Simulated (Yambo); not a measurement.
Yambo run on CrHgO4 (space group Cmcm, No. 63). The wavefunctions are LDA (Quantum ESPRESSO, PseudoDojo norm-conserving, 94 Ry, no spin-orbit coupling) ones on a 2×2×2 mesh (58 occupied bands); a = 5.246 Å, b = 5.246 Å, c = 7.153 Å, α = 90.00°, β = 90.00°, γ = 113.44°.

Yambo input:

```
rim_cut
gw0
dyson
el_el_corr
HF_and_locXC
ppa
em1d
RandQpts= 1000000
RandGvec= 1 Ry
EXXRLvcs= 94 Ry
VXCRLvcs= 376 Ry
Chimod= "HARTREE"
% BndsRnXp
 17 | 195 |
%
NGsBlkXp= 7 Ry
% LongDrXp
 1.0 | 1.0 | 1.0 |
%
PPAPntXp= 27.2114 eV
% GbndRnge
 1 | 195 |
%
GTermKind= "BG"
DysSolver= "n"
ExtendOut
% QPkrange
 5 | 5 | 58 | 59 |
%
```

k points by index: 5 = (-0.5, -0.5, 0).

Resulting energies as the program prints them:

```
#    K-point    Band    Eo [eV]    E [eV]    E-Eo [eV]    Vxc [eV]    Vnlxc [eV]    Sc|Eo [eV]    Sc|E [eV]    dSc/dw|Eo [eV]    Re(Z)    Im(Z)
#
    5    58    0.000000    -0.189851    -0.189851    -21.11961    -25.46816    4.098469    4.158697    -8.626519    0.759287    -0.001549
    5    59    1.363596    2.629060    1.265464    -20.47938    -15.15847    -3.689952    -4.055450    -7.858594    0.775914    -0.001461
```
(The two width columns are left out.) Convergence of these settings isn't established.

Geometry of the Materials Project entry, not relaxed at this level.

The structure is a Materials Project entry; no match was found in the copy of COD used, and its stability was not checked.

The runs are not spin-polarised; magnetic order was not tried.
